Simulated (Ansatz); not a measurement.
### Question
Each is relaxed and computed with the program Ansatz at the PBE level (PAW). Which is the only metal?
A. YSi2, fluorite
B. SiO2, CdI2 type
C. SrCl2, fluorite
D. HfO2, fluorite

### Answer
A, YSi2, fluorite. YSi2: metal; SrCl2: gap 5.24 eV (indirect); SiO2: gap 6.25 eV (indirect); HfO2: gap 3.75 eV (direct). Constructed cells (a structure type filled with these elements, in neither database checked): YSi2, fluorite; SiO2, CdI2 type. Not the usual ambient phase: SiO2, CdI2 type; HfO2, fluorite. Weakly bound layers, chains or molecules computed without a dispersion correction, so cells and soft constants are ill determined: SiO2, CdI2 type. All cells were relaxed under the symmetry of their starts (and spin orders); stability against distortions was not tested throughout. Rows with no word on spin ran without spin polarisation. Scalar-relativistic: spin–orbit coupling is off unless named, which matters more the heavier the elements.

Potentials: the later of the program's two PAW sets.
